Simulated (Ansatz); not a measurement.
## SiO2: computed property card

SiO2:
```xyz
9
Lattice="3.9786 2.2971 2.6161 -3.9786 2.2971 2.6161 0.0000 -4.5941 2.6161" Properties=species:S:1:pos:R:3 pbc="T T T"
Si     1.7134     0.0000     3.9242
Si    -0.8567     1.4838     3.9242
Si    -0.8567    -1.4838     3.9242
O     -1.5152     0.0000     3.9242
O      0.7576    -1.3122     3.9242
O      0.7576     1.3122     3.9242
O     -1.3287    -2.2927     2.6161
O      2.6499    -0.0043     2.6161
O     -1.3212     2.2971     2.6161
```

Space group R32 (No. 155); conventional cell a = b = 7.9572 Å, c = 7.8484 Å, α = β = 90.00°, γ = 120.00°.

Method: DFT-r²SCAN in the program Ansatz with PAW potentials. The cell and atoms are relaxed at this level. Other levels are named where they apply.

**Cell and energy**

Volume per atom: 15.94 Å³
Density: 2.09 g/cm³
Formation energy from the elements (no fitted shifts): -2.96 eV/atom

**Electronic structure**

* **Band gap**: 6.35 eV (smallest direct gap 6.37 eV)
* **Valence-band maximum**: on the P2–Γ line, 48 % of the way from P2 (k = 0.198, 0.198, 0.198 in fractions of the reciprocal vectors)
* **Conduction-band minimum**: at Γ
* **Electron effective mass**: 0.57 mₑ (isotropic)
* **Hole effective mass**: 1.8, 6.7, 6.7 mₑ (principal values)
* **HSE06 gap on the r²SCAN cell**: 7.46 eV

**Mechanics**

Elastic constants (relaxed ions, GPa): C11 = 81.6, C12 = 32.8, C13 = 65.7, C14 = 23.3, C33 = 246, C44 = 44.6
Mechanical stability: stable (all eigenvalues of C positive)
Hill bulk and shear moduli: 69.4 and 28.5 GPa
Young's modulus: 75.3 GPa
Poisson's ratio: 0.32
Debye temperature from the elastic constants: 490 K
Piezoelectric stress constants (proper, relaxed ions, C/m²): e11 = 0.03, e12 = e26 = -0.03

**Dielectric response**

* **Electronic dielectric constant ε∞ (DFPT)**: 2.03 (xx = yy), 2.08 (zz)
* **Static dielectric constant ε0 (ions relaxed, cell fixed)**: 3.35 (xx = yy), 3.64 (zz)
* **Born charges (a third of the trace)**: Si +3.20, O -1.66 to -1.54 e
* **Largest static χ(2) component**: 0.63 pm/V

**Phonons**

Highest zone-centre frequency (without LO–TO term): 1164 cm⁻¹
Zone-centre stability: no imaginary mode at Γ
Dynamical stability on the path: unstable, down to 46i cm⁻¹

**Charges**

* **Bader charges**: Si +3.36, O -1.68 e

The workflow started from a Materials Project entry (that database holds measured and hypothetical structures alike); the Crystallography Open Database copy checked does not list it. It is not the phase usual at ambient conditions (space group No. 92, 152, 154). Symmetry was held in the r²SCAN relaxation. Signs of piezoelectric constants follow the polarity of the cell as given. The references are the lowest solids computed at this level, not always the standard phases (solids in place of the gases).

Potentials: the later of the program's two PAW sets.
